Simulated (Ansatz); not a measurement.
MoP:
```yaml
crystal:
  lattice:
    - [3.24095, 0.00000, 0.00000]
    - [-1.62047, 2.80674, 0.00000]
    - [0.00000, 0.00000, 3.19523]
  atoms:
    - { symbol: Mo, position: [0.00000, 0.00000, 0.00000] }
    - { symbol: P, position: [0.66667, 0.33333, 0.50000] }
```

Relaxed with PBE.

Problem. Which orbitals make up the states near the Fermi level in plane-wave PAW PBE (Ansatz code)?

Solution. Within 0.5 eV of the Fermi level: Mo 4d 86 %, P 3p 10 %. Projections are on Löwdin-orthogonalised atomic valence shells; empty p or d shells of many metals are not among them.

Problem. Tabulate the density of states.

Solution. States/eV per cell of 2 atoms, in 0.25 eV bins, energy from the Fermi level.

```tsv
E (eV)	total	Mo 4d	P 3p	P 3s
-7.85	0.00	0.00	0.00	0.00
-7.60	0.03	0.01	0.02	0.00
-7.35	0.07	0.01	0.04	0.00
-7.10	0.24	0.05	0.15	0.01
-6.85	0.62	0.16	0.37	0.02
-6.60	1.14	0.37	0.64	0.03
-6.35	1.81	0.66	0.99	0.03
-6.10	1.81	0.69	0.98	0.03
-5.85	0.81	0.33	0.41	0.02
-5.60	0.89	0.37	0.46	0.02
-5.35	0.85	0.35	0.44	0.02
-5.10	1.09	0.42	0.59	0.03
-4.85	1.24	0.49	0.67	0.03
-4.60	1.54	0.67	0.77	0.02
-4.35	1.33	0.67	0.59	0.02
-4.10	1.54	0.76	0.70	0.02
-3.85	1.97	0.93	0.95	0.02
-3.60	2.26	1.10	1.06	0.02
-3.35	2.01	1.13	0.78	0.02
-3.10	1.39	0.86	0.50	0.01
-2.85	1.29	0.81	0.45	0.00
-2.60	0.15	0.10	0.05	0.00
-2.35	0.77	0.53	0.21	0.00
-2.10	2.67	2.14	0.33	0.02
-1.85	1.92	1.51	0.26	0.02
-1.60	1.59	1.23	0.23	0.01
-1.35	1.10	0.84	0.16	0.01
-1.10	0.46	0.38	0.05	0.00
-0.85	0.50	0.45	0.03	0.00
-0.60	0.90	0.81	0.05	0.00
-0.35	1.16	1.04	0.07	0.01
-0.10	0.93	0.81	0.08	0.01
0.15	0.69	0.58	0.08	0.01
0.40	0.59	0.46	0.09	0.01
0.65	0.71	0.54	0.12	0.02
0.90	0.88	0.65	0.15	0.03
1.15	1.22	0.89	0.21	0.06
1.40	2.22	1.63	0.33	0.13
1.65	3.14	2.37	0.45	0.15
1.90	2.14	1.47	0.43	0.11
2.15	1.28	0.83	0.28	0.07
2.40	0.81	0.49	0.20	0.06
2.65	1.21	0.62	0.36	0.13
2.90	1.48	0.75	0.38	0.23
3.15	1.81	0.89	0.46	0.29
3.40	1.54	0.70	0.48	0.18
3.65	1.11	0.46	0.43	0.08
3.90	0.91	0.35	0.42	0.03
4.15	1.00	0.38	0.47	0.02
4.40	1.27	0.48	0.59	0.02
4.65	1.17	0.42	0.48	0.02
```

Space group P-6m2. The cell keeps a stress of up to 0.2 GPa. The PBE relaxation kept the symmetry of its start. No spin polarisation was allowed. Scalar-relativistic: spin–orbit coupling is off unless named, which matters more the heavier the elements.

Potentials: the later of the program's two PAW sets.
